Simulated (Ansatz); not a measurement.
La (dhcp (α-La type), P6_3/mmc) is relaxed with LDA in the plane-wave PAW code Ansatz. What lattice parameters of the conventional cell result?

a = 3.584 Å, c = 11.560 Å.

Symmetry was held in the LDA relaxation. Axis ratios of metals converge slowly with the k-mesh, so a and c are less sure than the volume. Scalar-relativistic: spin–orbit coupling is off unless named, which matters more the heavier the elements.

Potentials: the later of the program's two PAW sets.
